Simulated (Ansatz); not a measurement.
According to DFT-r²SCAN in the program Ansatz with PAW potentials, BAs in the tetragonal phase (P4_2/mnm; B on 4g, As on 4f) relaxes to a = 5.857 Å, c = 3.372 Å.

It is gapped at this level: 0.89 eV (indirect). The valence maximum lies at Γ and the conduction minimum on the Γ–Z line, 58 % of the way from Γ (2 equivalent valleys). The screened hybrid HSE06 puts the gap at 1.33 eV. Gap from r²SCAN with spin–orbit coupling: 0.82 eV. The electron mass is 0.33, 0.33, 0.45 mₑ (principal values).

An equation-of-state fit gives a bulk modulus of 129 GPa. The relaxed-ion elastic constants in GPa are C11 = 259, C12 = 75.2, C13 = 39.1, C33 = 341, C44 = 114, C66 = 82.6. The elastic constants imply a Debye temperature near 628 K. Bader charges are B +0.20, As -0.20 e.

The start of the workflow was typed in or built on a structure type; neither database checked (COD, Materials Project) lists it. It is not the phase usual at ambient conditions (space group No. 216). The r²SCAN relaxation kept the symmetry of its start; whether a distortion lowers the energy is not shown. Spin–orbit coupling is left out wherever it is not named.

Potentials: the later of the program's two PAW sets.
